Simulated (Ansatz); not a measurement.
HgS (cinnabar type, space group P3_221)

```yaml
crystal:
  lattice:
    - [4.13888, 0.00000, 0.00000]
    - [-2.06944, 3.58437, 0.00000]
    - [0.00000, 0.00000, 9.40775]
  atoms:
    - { symbol: Hg, position: [0.71013, 0.00000, 0.66667] }
    - { symbol: Hg, position: [0.00000, 0.71013, 0.33333] }
    - { symbol: Hg, position: [0.28987, 0.28987, 0.00000] }
    - { symbol: S, position: [0.49980, 0.00000, 0.16667] }
    - { symbol: S, position: [0.00000, 0.49980, 0.83333] }
    - { symbol: S, position: [0.50020, 0.50020, 0.50000] }
```

This relaxed cell (volume V₀) is scaled evenly in all directions, its shape held. The atoms relax within the cell's symmetry.

The numbers are results of PBEsol (plane waves to 420 eV, PAW, scalar-relativistic; Ansatz, a quantum-chemistry and plane-wave program), not measurements. k mesh 10×10×4 (Γ-centred), Fermi-Dirac smearing 0.05 eV. The energy includes the smearing's −TS. Stress and pressure are positive under compression. HgS was relaxed with its symmetry unable to fall. Spin-orbit coupling is left out, though Hg is heavy. ΔE is measured from the relaxed starting cell.

| V/V₀ | P (GPa) | ΔE (meV/atom) |
|---|---|---|
| 0.900 | 4.08 | 24.3 |
| 0.925 | 2.64 | 12.3 |
| 0.950 | 1.51 | 4.9 |
| 0.975 | 0.65 | 1.1 |
| 1.000 | 0.00 | 0.0 |
| 1.025 | ? | 0.9 |
| 1.050 | ? | 3.4 |
| 1.075 | -1.14 | 7.0 |
| 1.100 | -1.36 | 11.5 |

Problem. Complete the blanks.

Solution. 
- 1.025, P (GPa): -0.48
- 1.050, P (GPa): -0.85

(Under strain, the slope of the energy per volume gives the stress and its curvature an elastic modulus.)
